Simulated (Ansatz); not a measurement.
AlRu:
```cif
data_AlRu
_chemical_formula_sum 'Al1 Ru1'
_space_group_name_H-M_alt 'P 1'
_space_group_IT_number 1
_cell_length_a 3.00397
_cell_length_b 3.00397
_cell_length_c 3.00397
_cell_angle_alpha 90.000
_cell_angle_beta 90.000
_cell_angle_gamma 90.000
loop_
_space_group_symop_operation_xyz
  'x, y, z'
loop_
_atom_site_label
_atom_site_type_symbol
_atom_site_fract_x
_atom_site_fract_y
_atom_site_fract_z
_atom_site_occupancy
Al1 Al 0.00000 0.00000 0.00000 1
Ru1 Ru 0.50000 0.50000 0.50000 1
```

Relaxed with PBE.

Which orbitals make up the states near the Fermi level in PBE in the plane-wave PAW code Ansatz?

Within 0.5 eV of the Fermi level: Ru 4d 84 %, Al 3p 11 %. Projections are on Löwdin-orthogonalised atomic valence shells; empty p or d shells of many metals are not among them.

Tabulate the density of states.

States/eV per cell of 2 atoms, in 0.25 eV bins, energy from the Fermi level.

```tsv
E (eV)	total	Ru 4d	Al 3p	Al 3s
-7.85	0.25	0.01	0.07	0.08
-7.60	0.28	0.01	0.08	0.09
-7.35	0.31	0.02	0.10	0.10
-7.10	0.35	0.03	0.11	0.11
-6.85	0.39	0.04	0.13	0.13
-6.60	0.45	0.06	0.15	0.15
-6.35	0.54	0.10	0.17	0.18
-6.10	0.72	0.19	0.19	0.25
-5.85	1.66	0.75	0.27	0.56
-5.60	1.13	0.53	0.20	0.36
-5.35	0.57	0.31	0.11	0.14
-5.10	0.46	0.23	0.11	0.09
-4.85	0.36	0.17	0.11	0.06
-4.60	0.36	0.14	0.13	0.05
-4.35	0.66	0.34	0.22	0.06
-4.10	1.01	0.55	0.33	0.06
-3.85	1.65	0.94	0.52	0.07
-3.60	2.25	1.36	0.68	0.08
-3.35	2.47	1.86	0.45	0.07
-3.10	1.82	1.44	0.31	0.02
-2.85	1.83	1.48	0.32	0.00
-2.60	1.80	1.46	0.31	0.00
-2.35	1.03	0.76	0.25	0.00
-2.10	0.97	0.73	0.21	0.00
-1.85	2.30	1.89	0.33	0.01
-1.60	2.74	2.24	0.41	0.02
-1.35	1.63	1.43	0.14	0.01
-1.10	2.97	2.58	0.27	0.02
-0.85	3.59	3.14	0.30	0.02
-0.60	2.80	2.46	0.23	0.01
-0.35	2.22	1.91	0.22	0.02
-0.10	1.78	1.52	0.18	0.01
0.15	1.42	1.21	0.15	0.01
0.40	0.65	0.47	0.13	0.01
0.65	0.39	0.24	0.10	0.01
0.90	0.33	0.20	0.09	0.01
1.15	0.27	0.17	0.07	0.00
1.40	0.22	0.14	0.05	0.00
1.65	0.33	0.24	0.06	0.00
1.90	0.47	0.33	0.11	0.00
2.15	1.29	0.89	0.31	0.01
2.40	1.46	0.89	0.40	0.06
2.65	1.00	0.50	0.33	0.09
2.90	0.79	0.34	0.29	0.09
3.15	0.71	0.26	0.28	0.09
3.40	0.57	0.19	0.25	0.08
3.65	0.56	0.15	0.24	0.09
3.90	0.49	0.11	0.21	0.10
4.15	0.43	0.09	0.19	0.10
4.40	0.37	0.07	0.17	0.10
4.65	0.35	0.05	0.14	0.11
```

Space group Pm-3m (CsCl type). Symmetry was held in the PBE relaxation; phonons on a q-mesh show no instability. No spin polarisation was allowed. Spin–orbit coupling is left out wherever it is not named.

Potentials: the later of the program's two PAW sets.
